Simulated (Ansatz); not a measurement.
CaB2C2 in space group I4/mcm (No. 140; Ca on 4a, B on 8h, C on 8h), r²SCAN (plane waves, PAW; program Ansatz). The conduction-band minimum lies on the Γ–M line, 82 % of the way from Γ, with 2 equivalent valleys. Second derivatives d²E/dk² of the lowest band at one valley (eV·Å²), along Cartesian directions:

| direction | d²E/dk² |
|---|---|
| [100] | 11.19 |
| [010] | 11.19 |
| [001] | 13.65 |
| [110] | 11.19 |
| [101] | 12.41 |
| [011] | 12.41 |

Q: Find the principal effective masses, the density-of-states mass and the conductivity mass.

A: Off-diagonal terms follow from H_xy = H[110] − (H_xx + H_yy)/2, and m*/mₑ = 7.620 eV·Å² over each eigenvalue: 0.56, 0.68, 0.68. One valley's DOS mass (m₁m₂m₃)^(1/3) = 0.64, conductivity mass 3/(Σ 1/mᵢ) = 0.63 mₑ.

Q: What effective density of states Nc follows at 300 K for parabolic valleys?

A: Nc = 2.509e19 × 2 × (0.64)^(3/2) ≈ 2.6e19 cm⁻³.

The first step of the workflow began from a Materials Project structure, measured or hypothetical; the Crystallography Open Database copy checked does not list it. With B and C taken as one species the cell has the higher symmetry P4/mmm, so it may be an ordered model of a mixed-site phase. Whether it is the stable phase at ambient conditions was not checked. The cell was relaxed with r²SCAN under the symmetry of its start; whether a distortion lowers the energy is not shown.

Potentials: the later of the program's two PAW sets.

Edges and masses are those of Kohn–Sham bands, whose gap is no quasiparticle gap.
